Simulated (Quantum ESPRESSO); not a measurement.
# Strain and stress in B3GeP3C

The results below are calculated, not measured. They come from pw.x of Quantum ESPRESSO 7.5, a plane-wave density functional program, with PseudoDojo standard norm-conserving files (v0.5 for PBE, v0.4.1 for LDA and PBEsol). The cells are made up: elements, strain and atom displacements were drawn at random, and nothing was relaxed. There is no spin polarisation, spin-orbit coupling or dispersion term.

The cell has 8 sites of a zincblende or diamond lattice. Sites 1 to 4 hold B B B Ge; sites 5 to 8 hold P P C P. Cell vectors in Å: (4.639, 0.000, 0.000); (0.000, 4.639, 0.000); (0.000, 0.000, 4.655). Settings: PBE, cutoff 1116 eV, 6 x 6 x 6 k mesh shifted by half a step, Fermi-Dirac smearing of 0.1 eV.

Each run adds the same strain along x and y to one cell, with the atoms carried along; the vectors above are those of run 3. Stress is positive in tension and P is minus a third of its trace. E is the free energy for each atom above the lowest run shown.

| run | strain (%) | s_xx (GPa) | s_yy (GPa) | s_zz (GPa) | s_xy (GPa) | P (GPa) | E (meV/atom) |
| --- | --- | --- | --- | --- | --- | --- | --- |
| 1 | -2.02 | -8.68 | -10.50 | -6.40 | -3.32 | 8.52 | 17.21 |
| 2 | -1.36 | -5.85 | -7.60 | -5.00 | -3.26 | 6.15 | 8.89 |
| 3 | -0.35 | -1.83 | -3.46 | -3.05 | -3.17 | 2.78 | 1.51 |
| 4 | 0.37 | 0.84 | -0.71 | -1.78 | -3.10 | 0.55 | 0.00 |
| 6 | 1.23 | 3.82 | 2.36 | -0.38 | -3.03 | -1.93 | 2.21 |
| 7 | 1.59 | 5.00 | 3.57 | 0.16 | -2.99 | -2.91 | 4.30 |
| 5 | 0.95 | ? | ? | ? | ? | ? | ? |

A rerun of one of these cells at 1347 eV and k mesh 8 x 8 x 8 moved values by no more than 0.002 eV in the cell's energy, 0.02 GPa in stress and 0.002 eV/Å in force.

## Worked fit

A parabola through the six runs shown gives s_xx = -0.51 + 3.72 e - 0.161 e² GPa, with e in per cent and a scatter of 0.01 GPa. The slope is a stiffness of 372 ± 2 GPa for each unit of this strain at e = 0, the sum of the responses of s_xx to strain along x and along y. The atoms are clamped, and relaxing them would in general lower it. The error is the larger of the fit's own and the change that a cubic makes, rounded up.

## Withheld run

Question: what s_xx should run 5 give?

The fit gives 2.88 GPa. The calculation gave 2.87 GPa.

| run | strain (%) | s_xx (GPa) | s_yy (GPa) | s_zz (GPa) | s_xy (GPa) | P (GPa) | E (meV/atom) |
| --- | --- | --- | --- | --- | --- | --- | --- |
| 5 | 0.95 | 2.87 | 1.38 | -0.82 | -3.05 | -1.14 | 1.07 |